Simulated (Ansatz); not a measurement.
A relaxation computed with Ansatz, from input to last step.

```yaml
crystal:
  lattice:
    - [5.8328, 0.0, 0.0]
    - [0.0, 6.5376, 0.0]
    - [0.0, 0.0, 3.1973]
  atoms:
    - { symbol: Fe, position: [0.0, 0.0, 0.0], spin: 0.92 }
    - { symbol: Fe, position: [0.5, 0.5, 0.5], spin: 0.92 }
    - { symbol: Sb, position: [0.188, 0.357, 0.0] }
    - { symbol: Sb, position: [0.812, 0.643, 0.0] }
    - { symbol: Sb, position: [0.688, 0.143, 0.5] }
    - { symbol: Sb, position: [0.312, 0.857, 0.5] }
basis:
  ecutwfc: 420
kpoints:
  mp_grid: { grid: [6, 6, 12] }
hamiltonian:
  xc: pbesol
scf:
  occupations: { method: gaussian, width: 0.1 }
output:
  forces: true
  stress: true
  eigenvalues: true
  populations: true
magnetization:
  spin_polarized: true
relax:
  adjacent_minimum: "off"
  f_tol: 0.005
  max_steps: 80
  cell: { stress_tol: 0.05 }
```

```bash
ansatz run input.yaml --threads 1 --pin off --max-ram 2560MiB --backend cpu --events-out ev --progress --plain --runs-dir out
```

All numbers below come from DFT PBEsol, scalar-relativistic, plane waves, PAW in Ansatz 0.2.0.

Of 6 frames 6 are shown, positions in Å and forces in eV/Å; the SCF threshold varies from step to step. Steps run on the plane waves of an earlier cell, with a Pulay correction in the pressure. The basis is chosen afresh for the last frame, the zero of the energies, and at times for earlier ones too; energy and pressure can step there, also at an unchanged geometry. Where two frames share a geometry here, they differ by under 2 meV/atom and 0.3 GPa.

```xyz
6
Lattice="5.8328 0.0000 0.0000 0.0000 6.5376 0.0000 0.0000 0.0000 3.1973" Properties=species:S:1:pos:R:3:forces:R:3 pbc="T T T" step=1 free_energy_over_end_meV_per_atom=22.16 pressure_GPa=-5.39
Fe    0.0000    0.0000    0.0000    0.0000    0.0000    0.0000
Fe    2.9164    3.2688    1.5986    0.0000    0.0000    0.0000
Sb    1.0966    2.3339    0.0000    0.2778   -0.2197    0.0000
Sb    4.7362    4.2037    0.0000   -0.2778    0.2197    0.0000
Sb    4.0130    0.9349    1.5986    0.2778    0.2197    0.0000
Sb    1.8198    5.6027    1.5986   -0.2778   -0.2197    0.0000
6
Lattice="5.7413 0.0000 0.0000 0.0000 6.4252 0.0000 0.0000 0.0000 3.0411" Properties=species:S:1:pos:R:3:forces:R:3 pbc="T T T" step=2 free_energy_over_end_meV_per_atom=11.53 pressure_GPa=3.77
Fe    0.0000    0.0000    0.0000    0.0000    0.0000    0.0000
Fe    2.8707    3.2126    1.5205    0.0000    0.0000    0.0000
Sb    1.0976    2.2464    0.0000   -0.1404    0.2413    0.0000
Sb    4.6438    4.1788    0.0000    0.1404   -0.2413    0.0000
Sb    3.9683    0.9662    1.5205   -0.1404   -0.2413    0.0000
Sb    1.7731    5.4590    1.5205    0.1404    0.2413    0.0000
6
Lattice="5.7932 0.0000 0.0000 0.0000 6.4082 0.0000 0.0000 0.0000 3.1270" Properties=species:S:1:pos:R:3:forces:R:3 pbc="T T T" step=3 free_energy_over_end_meV_per_atom=0.08 pressure_GPa=-0.31
Fe    0.0000    0.0000    0.0000    0.0000    0.0000    0.0000
Fe    2.8966    3.2041    1.5635    0.0000    0.0000    0.0000
Sb    1.1096    2.2698    0.0000   -0.0086   -0.0289    0.0000
Sb    4.6836    4.1383    0.0000    0.0086    0.0289    0.0000
Sb    4.0062    0.9342    1.5635   -0.0086    0.0289    0.0000
Sb    1.7870    5.4739    1.5635    0.0086   -0.0289    0.0000
6
Lattice="5.7711 0.0000 0.0000 0.0000 6.4333 0.0000 0.0000 0.0000 3.1195" Properties=species:S:1:pos:R:3:forces:R:3 pbc="T T T" step=4 free_energy_over_end_meV_per_atom=-0.38 pressure_GPa=-0.09
Fe    0.0000    0.0000    0.0000    0.0000    0.0000    0.0000
Fe    2.8856    3.2167    1.5597    0.0000    0.0000    0.0000
Sb    1.1011    2.2740    0.0000    0.0073    0.0006    0.0000
Sb    4.6700    4.1593    0.0000   -0.0073   -0.0006    0.0000
Sb    3.9866    0.9427    1.5597    0.0073   -0.0006    0.0000
Sb    1.7845    5.4907    1.5597   -0.0073    0.0006    0.0000
6
Lattice="5.7729 0.0000 0.0000 0.0000 6.4298 0.0000 0.0000 0.0000 3.1178" Properties=species:S:1:pos:R:3:forces:R:3 pbc="T T T" step=5 free_energy_over_end_meV_per_atom=-0.39 pressure_GPa=0.00
Fe    0.0000    0.0000    0.0000    0.0000    0.0000    0.0000
Fe    2.8865    3.2149    1.5589    0.0000    0.0000    0.0000
Sb    1.1019    2.2728    0.0000    0.0015    0.0014    0.0000
Sb    4.6710    4.1570    0.0000   -0.0015   -0.0014    0.0000
Sb    3.9884    0.9421    1.5589    0.0015   -0.0014    0.0000
Sb    1.7846    5.4877    1.5589   -0.0015    0.0014    0.0000
6
Lattice="5.7729 0.0000 0.0000 0.0000 6.4298 0.0000 0.0000 0.0000 3.1178" Properties=species:S:1:pos:R:3:forces:R:3 pbc="T T T" step=6 free_energy_over_end_meV_per_atom=0.00 pressure_GPa=0.00
Fe    0.0000    0.0000    0.0000    0.0000    0.0000    0.0000
Fe    2.8865    3.2149    1.5589    0.0000    0.0000    0.0000
Sb    1.1019    2.2728    0.0000    0.0015    0.0014    0.0000
Sb    4.6710    4.1570    0.0000   -0.0015   -0.0014    0.0000
Sb    3.9884    0.9421    1.5589    0.0015   -0.0014    0.0000
Sb    1.7846    5.4877    1.5589   -0.0015    0.0014    0.0000
```

Time: 16 min on 1 thread of Arm Neoverse V1 (shared host), peak memory 1.2 GiB.

Spin-orbit coupling is left out, which matters for the bands of heavy elements. Only parallel moments were tried here.